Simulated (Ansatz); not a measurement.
Values for one crystal, relaxed and computed with DFT-r²SCAN in the program Ansatz with PAW potentials; other levels are named.

```yaml
volume_per_atom: 19.58 Å³
band_gap: 2.75 eV (direct)
electron_effective_mass: 0.18, 0.20, 0.20 mₑ (principal values)
valence_band_maximum: at Γ
HSE06 gap on the r²SCAN cell: 3.42 eV
Hole effective mass, band 2 of 2 at the edge: 0.19 along x, 1.5 along z (mₑ)
conduction_band_minimum: at Γ
```

**Question.** Which compound is it?
(A) ZnS, R3m (Pearson symbol hR6)
(B) ZnCdO2, P3m1 (Zn on 1a, Cd on 1c, O on 1c, O on 1a)
(C) Nb2O5, C2/m (Nb on 4i, O on 4i, O on 2a, O on 4i)
(D) BN, P6_222 (B on 3d, N on 3c)

**Answer.** A, ZnS, R3m (Pearson symbol hR6)

The first step of the workflow began from a Materials Project structure, measured or hypothetical; the Crystallography Open Database files this formula in space group No. 160, but the cells were not matched. It is not the phase usual at ambient conditions (space group No. 186, 216). The cell was relaxed with r²SCAN under the symmetry of its start; whether a distortion lowers the energy is not shown.

Potentials: the later of the program's two PAW sets.
